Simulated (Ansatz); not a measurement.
SiGe:
```
SiGe
1.0
    3.80607     0.00000     0.00000
    0.00000     3.80607     0.00000
    0.00000     0.00000     5.84315
Ge Si
2 2
Direct
  0.50000   0.00000   0.29402
  0.00000   0.50000   0.70598
  0.00000   0.00000   0.00000
  0.50000   0.50000   0.00000
```

Relaxed with r²SCAN. Special points in fractions of this cell's reciprocal vectors: Γ (0.000, 0.000, 0.000); X (0.000, 0.500, 0.000); M (0.500, 0.500, 0.000); Z (0.000, 0.000, 0.500); R (0.000, 0.500, 0.500); A (0.500, 0.500, 0.500).

Question: List the band energies nearest the Fermi level at these points for DFT-r²SCAN in the program Ansatz with PAW potentials.

Answer: In eV from the Fermi level; about four levels below and three above (degenerate sets whole), none deeper than 8.9 eV; points with the same levels are listed once.

| k | below | above |
|---|---|---|
| Γ | -6.63 -3.87 -3.87 -2.81 | 0.29 0.90 1.11 1.11 |
| X | -3.33 -3.33 -1.57 -1.57 | 1.02 1.02 4.14 4.14 |
| M | -3.45 -3.45 -3.23 -3.23 | 0.53 0.53 0.80 0.80 |
| Z | -3.74 -3.74 -2.76 -2.61 | 0.18 0.18 0.63 |
| R | -1.51 -1.51 -0.99 -0.99 | 0.80 0.80 2.12 2.12 |
| A | -4.05 -4.05 -4.04 -4.04 | 2.90 2.90 3.64 3.64 |

Space group P4/nmm. The cell is a constructed one: a structure type filled with these elements; neither database checked (COD, Materials Project) lists it. Whether it is the stable phase at ambient conditions was not checked. The r²SCAN relaxation kept the symmetry of its start; whether a distortion lowers the energy is not shown. A crystal of weakly bound layers computed without a dispersion correction: the cell and the soft elastic constants depend strongly on that. Scalar-relativistic: spin–orbit coupling is off unless named, which matters more the heavier the elements.

Potentials: the later of the program's two PAW sets.
